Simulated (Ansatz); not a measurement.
# Course of a relaxation: NaI4

The cell of NaI4 is invented: Na between sheets of the Se type, stage 2 (P4/mmm, No. 123) (host I; sites filled 1 of 2). A sheet's type names the database crystal that the layer was cut from. Lengths were set from tabulated atomic sizes, so they are only a guess.

```cif
data_structure
_symmetry_space_group_name_H-M 'P 1'
_symmetry_Int_Tables_number 1
_cell_length_a 4.4045
_cell_length_b 4.4045
_cell_length_c 7.5063
_cell_angle_alpha 90.000
_cell_angle_beta 90.000
_cell_angle_gamma 90.000
_cell_volume 145.62
loop_
_atom_site_label
_atom_site_type_symbol
_atom_site_fract_x
_atom_site_fract_y
_atom_site_fract_z
_atom_site_occupancy
Na1 Na 0.50000 0.50000 0.00000 1
I1 I 0.00000 0.50000 0.76578 1
I2 I 0.50000 0.00000 0.76578 1
I3 I 0.00000 0.50000 0.23422 1
I4 I 0.50000 0.00000 0.23422 1
```

Theory: DFT PBE+D3(BJ), scalar-relativistic, plane waves, PAW (Ansatz). Cutoff 420 eV, Gaussian smearing, Γ-centred meshes. Cell and atoms relax first on a coarse mesh and then on a finer one. In between, the cell is made exact in the group found at 0.06 Å. In metals the finer mesh still leaves noise of several meV/atom or more. The steps can't lower the symmetry of their start. No spin polarisation.

Steps on the 4×4×2 mesh (5 atoms, 8 steps). The free energy counts from the last step; the plane-wave basis is renewed at times, which shifts energy and pressure.

```
step  ΔF (meV/atom)  V (Å³/atom)  P (GPa)  largest force component (eV/Å)
   1          432.3        29.12    15.02                           1.526
   2           94.8        33.20     4.99                           0.391
   3           27.3        36.28     1.90                           0.224
   4            6.2        38.47     0.35                           0.030
   5            5.6        38.84     0.04                           0.007
   6            1.0        38.84     0.32                           0.007
   7            0.0        39.40     0.10                           0.001
   8            0.0        39.40     0.10                           0.001
```

The relaxed structure, after a last relaxation on the converged mesh:

Space group P4/mmm (No. 123). a = 4.768 Å, b = 4.768 Å, c = 8.700 Å, α = 90.00°, β = 90.00°, γ = 90.00°
```csv
atom,site,symmetry,x,y,z
Na,1c,4/mmm,0.5000,0.5000,0.0000
I,4i,2mm.,0.0000,0.5000,0.7410
```

The symmetry stays P4/mmm (No. 123). The volume per atom grows by 35.8 %, from 29.1 to 39.6 Å³. The shortest distance goes from 2.82 Å (Na–I) to 3.28 Å (Na–I). The energy falls by about 0.45 eV/atom (the start's value is from the coarse mesh). Around Na lie 8 I at 3.28 Å; I has 2 Na at 3.28 Å and 4 I at 3.37 Å.

For NaI4, the volume per atom is 39.6 Å³, the density is 4.5 g/cm³ and the energy over the elements is −0.31 eV/atom. The gap on the 8×8×6 mesh of the 5-atom cell is 0 eV (a metal).

Energies over the elements count from the elements' standard structures at the same level, with no fitted energy shifts.

The last run used Gaussian smearing of 0.10 eV. These runs have no spin–orbit coupling, which can matter for I. An odd number of electrons in the primitive cell allows no gap without spin; a larger cell or a magnetic state could open one. The cell is a metal run without spin; a magnetic state may lie lower. A structure relaxed within its symmetry needn't be a true minimum. In all, the 3 runs took 5.9 min on 1 thread of Arm Neoverse N1, on a shared host.
